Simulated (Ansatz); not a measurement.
**Computed properties of TaAl**

TaAl:
```yaml
crystal:
  lattice:
    - [3.20786, 0.00000, 0.00000]
    - [0.00000, 3.20786, 0.00000]
    - [0.00000, 0.00000, 3.20786]
  atoms:
    - { symbol: Ta, position: [0.00000, 0.00000, 0.00000] }
    - { symbol: Al, position: [0.50000, 0.50000, 0.50000] }
```

Space group Pm-3m (No. 221), CsCl type; conventional cell a = b = c = 3.2079 Å, α = β = γ = 90.00°.

Method: r²SCAN (plane waves, PAW; program Ansatz). Structure relaxed to zero pressure with the same functional. Other levels are named where they apply.

Cell and energy:

```yaml
volume_per_atom: 16.51 Å³
density: 10.46 g/cm³
Formation energy from the elements (no fitted shifts): 0.068 eV/atom
```

Electronic structure:

```yaml
electronic_character: metallic (no gap)
Density of states at the Fermi level: 0.96 states/eV per atom (mean over ±0.08 eV)
Gap with spin–orbit coupling: none (metallic)
```

Mechanics:

```yaml
Bulk modulus (Birch–Murnaghan fit): 163 GPa
Pressure derivative B′: 3.8
Elastic constants (relaxed ions, GPa): C11 = -13.3, C12 = 252, C44 = 38.6
mechanical_stability: unstable (C has a negative eigenvalue)
```

Charges:

```yaml
bader_charges: Ta -0.38, Al +0.38 e
```

The start of the workflow was typed in or built on a structure type; neither database checked (COD, Materials Project) lists it. Whether it is the stable phase at ambient conditions was not checked. The r²SCAN relaxation kept the symmetry of its start. No spin polarisation was allowed. As this level gives no gap, shear constants depend on the k-mesh and smearing (Fermi–Dirac, 0.1 eV here). The references are the lowest solids computed at this level, not always the standard phases. Spin–orbit coupling is left out wherever it is not named.

Potentials: the later of the program's two PAW sets.
